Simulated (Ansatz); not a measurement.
Values for one crystal, relaxed and computed with PBEsol in the plane-wave PAW code Ansatz; other levels are named.

| Property | Value |
|---|---|
| Volume per atom | 17.37 Å³ |
| Electronic character | metallic (no gap) |
| Density of states at the Fermi level | 0.33 states/eV per atom (mean over ±0.08 eV) |
| Bulk modulus (Birch–Murnaghan fit) | 969 kbar |
| Pressure derivative B′ | 5.1 |
| Formation energy from the elements (no fitted shifts) | -0.042 eV/atom |

Problem. Which compound is it?
A. MgCu2, cubic Laves (MgCu2 type)
B. Mg2Sn, Fddd (Mg on 16f, Sn on 8a)
C. Cu6Sn5, C2/c (Pearson symbol mS44)
D. Cu3Pt, Cu3Au type

Solution. C, Cu6Sn5, C2/c (Pearson symbol mS44)

The workflow started from a Materials Project entry (that database holds measured and hypothetical structures alike); the Crystallography Open Database files this formula in space group No. 15, but the cells were not matched. Whether it is the stable phase at ambient conditions was not checked. The PBEsol relaxation kept the symmetry of its start; its stability against distortions is not shown here. The run is not spin-polarised. The references are the lowest solids computed at this level, not always the standard phases. Scalar-relativistic: spin–orbit coupling is off unless named, which matters more the heavier the elements.

Potentials: the later of the program's two PAW sets.
